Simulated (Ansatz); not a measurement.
Computed with DFT PBE, scalar-relativistic, plane waves, PAW (Ansatz 0.2.0). Cutoff 420 eV, Γ-centred meshes of about 0.25 Å⁻¹ or finer for metals and 0.3 Å⁻¹ for insulators (2π included), Gaussian smearing. No spin polarisation.

Relaxed structures of Ge3Te2O, with energies over the first row. Coordination counts Ge or Te atoms around O (for each partner element, those within 1.25 times its shortest distance or 1.15 times the sum of covalent radii, where it is the nearest in units of that sum or under 1.3; the shortest distance is added where it exceeds 1.18 times the sum of covalent radii).

```json
{"#": "1", "form": "P4/nmm", "sites": "Ge 2c, 2c, 2c; Te 2c, 2c; O 2a", "V (Å³/atom)": "26.6", "coordination": "O 4 from 2.2 Å", "ΔE (meV/atom)": "0"}
{"#": "2", "form": "R-3m", "sites": "Ge 3a, 6c; Te 6c; O 3b", "V (Å³/atom)": "29.1", "coordination": "O 2", "ΔE (meV/atom)": "45"}
{"#": "3", "form": "Cmmm", "sites": "Ge 4i, 2d; Te 4f; O 2b", "V (Å³/atom)": "26.5", "coordination": "O 2", "ΔE (meV/atom)": "99"}
```

A further structure, relaxed alike:

```
Ge Te O
1.0
    -2.05717    2.11333    8.48799
     2.05717   -2.11333    8.48799
     2.05717    2.11333   -8.48799
Ge Te O
3 2 1
Direct
  0.62844 0.62844 0.00000
  0.77008 0.27008 0.50000
  0.47222 0.47222 0.00000
  0.24745 0.74745 0.50000
  0.97334 0.97334 0.00000
  0.65847 0.15847 0.50000
```

**Question.** Where does it fall in the ranking, and at what energy?

**Answer.** It falls between rows 2 and 3, 82 meV/atom above row 1, with space group Imm2 (No. 44) and 24.6 Å³/atom. Counting Ge or Te atoms around O, this cell has O 3 and row 1 has O 4 from 2.2 Å. Ge on its first site is surrounded by 2 O at 2.12 Å, 1 Ge at 2.65 Å and 2 Te at 2.92 Å; Ge on its second site has 1 O at 1.89 Å and 4 Te at 2.97 Å; Te on its first site is surrounded by 6 Ge at 2.92–2.97 Å and 4 O at 3.31 Å; around O lie 1 Ge at 1.89 Å, 2 Ge at 2.12 Å and 4 Te at 3.31 Å; 2 more sites not described.

The k mesh leaves some 4 meV/atom of noise in the energy of each metallic cell. Weakly bound directions are ill-defined at this level, which has no dispersion term (P4/nmm, Imm2), and this can change margins and order among such cells. Spin–orbit coupling, which can matter for Te, is left out. With atoms moved at random, row 1 (by 89 meV/atom) fell into a lower structure. Row 2, row 3 and the further cell had no clear such test and can be saddle points.
